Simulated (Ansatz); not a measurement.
The relaxed structure here is a generated cell of ZnO: the first start was made by placing the elements on the sites of a structure type, and the end was not matched to a known phase here, so it may be hypothetical. Known forms of ZnO include space group No. 186.

A relaxed structure of ZnO. Space group P4₂/mmc (No. 131). Calculation: PBEsol (plane waves to 420 eV, PAW, scalar-relativistic; Ansatz, a program for electronic structure).

```cif
data_O2Zn2
_chemical_formula_sum 'Zn2 O2'
_space_group_name_H-M_alt 'P 1'
_space_group_IT_number 1
_cell_length_a 2.97502
_cell_length_b 2.97502
_cell_length_c 5.34348
_cell_angle_alpha 90.000
_cell_angle_beta 90.000
_cell_angle_gamma 90.000
loop_
_space_group_symop_operation_xyz
  'x, y, z'
loop_
_atom_site_label
_atom_site_type_symbol
_atom_site_fract_x
_atom_site_fract_y
_atom_site_fract_z
_atom_site_occupancy
Zn1 Zn 0.00000 0.50000 0.00000 1
Zn2 Zn 0.50000 0.00000 0.50000 1
O1 O 0.00000 0.00000 0.25000 1
O2 O 0.00000 0.00000 0.75000 1
```

Volume per atom: 11.82 Å³
Band gap: zero (metallic)
Shortest distances: O–Zn 2.00 Å; O–O 2.67 Å; Zn–Zn 2.98 Å
k-mesh: 11×11×6

Band energies at high-symmetry points (eV from the Fermi level; labels of this space group; no spin-orbit coupling), from −5 eV up to 1.7 eV:

```json
[
 {"point": "Γ", "energies": "-4.71 -2.91 -2.91 -2.18 -0.55 -0.52 -0.52"},
 {"point": "X", "energies": "-4.41 -3.88 -2.20 -0.82 -0.55"},
 {"point": "M", "energies": "-4.68 -3.99 -3.99 -3.76 -3.76 0.05 0.95"},
 {"point": "Z", "energies": "-4.42 -4.42 -2.31 -2.31 -1.07 -1.07"},
 {"point": "R", "energies": "-4.69 -4.18 -2.31 -2.20 -0.54"},
 {"point": "A", "energies": "-3.94 -3.94 -3.68 -3.68 -2.20 -2.20"}
]
```

No spin polarisation in the result.

The run could not lose the symmetry of its start: the end is stationary, and may be a saddle point rather than a minimum.

All atoms sit on sites fixed by symmetry, so only the cell could relax.
